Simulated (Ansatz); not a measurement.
## Hf: energy along a strain

Hf, Im-3m, a = 3.610 Å (as given, not relaxed at this level: -5.4 GPa). This isn't the element's structure at ambient conditions. Ansatz: r2SCAN, PAW, 500 eV, Γ-centred 18×18×18 mesh on 1 atom, Gaussian smearing 0.15 eV; no spin polarisation. Cell vectors (Å): -1.805 1.805 1.805; 1.805 -1.805 1.805; 1.805 1.805 -1.805. The cell is strained by x per cent times the pattern (1 0 0 0 0 0) in the order xx yy zz yz xz xy (engineering shears), with fractional coordinates held. y is the free energy over the start, V0 = 23.523 Å³/atom. Points with a strain past 8.5 % were computed too (3) and aren't used here.

```tsv
x (%)	y (meV/atom)
-7.50	?
-5.00	-31.07
-2.50	-17.87
0.00	0.00
2.50	21.59
5.00	46.01
7.50	72.98
```

Q: Fit y = c1 x + c2 x² + c3 x³ to the other rows, get the stiffness along the pattern, and predict the missing energy.

A: Least squares on the rows shown. y = 7.9124 x + 0.29991 x² − 0.0077297 x³. The clamped-ion stiffness p·C·p = 2 × 2.999 eV × 160.2 / 23.523 Å³ = 41 GPa, which is C11 in these axes (second derivative at the start, which stands under stress). At x = -7.50 the fit asked for gives -39.21 meV/atom. The run gave -37.54 meV/atom, so the fit is 1.67 meV/atom too low, 1.5 % of the span of the series, against an rms of 0.06 meV/atom on the fitted rows. The row lies outside the fitted range. With a term in x⁴ added, a fit to the same known rows predicts -38.19 meV/atom, so most of the miss is curvature that the known rows already hold.

Spin–orbit coupling is left out, which can shift energies with elements as heavy as these.